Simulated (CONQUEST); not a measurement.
Input and output of a self-consistent single point for Cd2SeS (P3m1, 8 atoms in the cell; from Materials Project mp-1226934, changed as shown) (CONQUEST).

Level of theory: LDA (PW92), numerical atomic orbitals double-zeta with polarisation (the shipped basis), PseudoDojo norm-conserving potentials made for LDA run with CONQUEST.

The change in words: lattice scaled by 0.98. Reference geometry (P3m1):
```
Cd2SeS
1.0
    4.29765     0.00000     0.00000
    0.00000     7.44375     0.00000
    0.00000     0.00000     7.00787
Cd Se S
4 2 2
Direct
  0.00000   0.00000   0.49023
  0.00000   0.33333   0.00964
  0.50000   0.50000   0.49023
  0.50000   0.83333   0.00964
  0.00000   0.33333   0.62575
  0.50000   0.83333   0.62575
  0.00000   0.00000   0.12238
  0.50000   0.50000   0.12238
```

Reference input (self-consistent single point, DFT, LDA (PW92), numerical atomic orbitals double-zeta with polarisation (the shipped basis), PseudoDojo norm-conserving potentials made for LDA): basis = DZP; Diag.MPMeshX, Y, Z = 4 2 2; potentials = PseudoDojo norm-conserving LDA; Grid.GridCutoff = 175 Ha; DM.SolutionMethod = diagon; Diag.kT = 0.000735 Ha; Diag.GammaCentred = true; minE.SCTolerance = 1.0e-06; SC.MaxIters = 100; SC.LinearMixingFactor = 0.3; SC.KerkerPreCondition = true; SC.KerkerFactor = 0.1 1/bohr. This run's input differs from it in these lines:

```diff
@@ -35,5 +35,5 @@
 # file: coords.dat
-     4.297650000      0.000000000      0.000000000
-     0.000000000      7.443748000      0.000000000
-     0.000000000      0.000000000      7.007870000
+     4.211697000      0.000000000      0.000000000
+     0.000000000      7.294873000      0.000000000
+     0.000000000      0.000000000      6.867713000
 8
```

Log, with long lists cut:

```
    new_SC_potl: Starting.  Tolerance:  0.10000E-05

    PulayMixSC: Starting Pulay mixing, A_up =  0.300 A_dn =  0.300
    PulayMixSC: Spin non-polarised calculation.
    PulayMixSC: with Kerker preconditioning, q0 =  0.100
          Harris-Foulkes Energy            :    -26279.880694489122106 eV
          (TS=0 as O(N) or entropic contribution is negligible)
          DFT Total Energy                 :    -26276.236425477050943 eV
          Total number of electrons        :       124.000000000000043
    PulayMixSC: Pulay iteration     1 residual:              0.10589E-02
   [... lines left out ...]
          (TS=0 as O(N) or entropic contribution is negligible)
          DFT Total Energy                 :    -26278.263456202465022 eV
          Total number of electrons        :       124.000098250074615
    PulayMixSC: Pulay iteration     6 residual:              0.47825E-05
          Harris-Foulkes Energy            :    -26278.263487254571373 eV
          (TS=0 as O(N) or entropic contribution is negligible)
          DFT Total Energy                 :    -26278.263482276688592 eV
          Total number of electrons        :       124.000097606290069
    PulayMixSC: Pulay iteration     7 residual:              0.98645E-06
    PulayMixSC: Reached SCF tolerance of  0.98645E-06 after      7 iterations
      | Number of electrons      =       124.000098
      |* band energy as 2Tr[K.H] =     -4372.158184883631293 eV
      |  screened ion-ion energy =    -21280.815812962846394 eV
      |  Ha correction           =        88.295581764693566 eV
      |  XC correction           =      -713.585502207980539 eV
      |* Harris-Foulkes energy   =    -26278.263487254571373 eV
      |* DFT total energy        =    -26278.263482276688592 eV
      |  estimated accuracy      =        -0.000004977883109 eV

    force: Forces on atoms (eV/A )
    force:  Atom   X              Y              Z
    force:     1  -0.0000000141   0.0120199405  -0.0993121614
    force:     2  -0.0023403451  -0.0075033945   0.0529117901
   [... lines left out ...]
    force: Maximum force :        0.09931216(eV/A ) on atom         1 in z direction
   [... lines left out ...]
    force: Force Residual:        0.06786422 eV/A
    force: Total stress:          1.01348301     0.00000643     0.00000486 GPa
                             0.00000643     1.19667763     0.00545730
                            -0.00000453     0.00545881     1.20770041
    force: Average pressure:     -1.13928702 GPa

    force: Finished force
    get_E_and_F: Change in energy during last step of electronic optimisation:  0.50097E-06
```

The run converged in 7 iterations. CONQUEST prints the stress tensor with tension positive. Against the reference run the free energy drops by 27.7 meV/atom, the pressure goes from -4.11 to -1.14 GPa and the gap on the mesh goes from 0.553 to 0.717 eV.

The program uses no crystal symmetry, so grid and mesh can part values that symmetry would make equal. The atom-centred basis is finite, which shifts total energies, pressures, gaps and forces against plane waves. The structure comes from a collection of computed structures, made at another level of theory; the collection holds predicted forms beside known ones.

Cost on one core: very roughly 2.1 core-minutes.
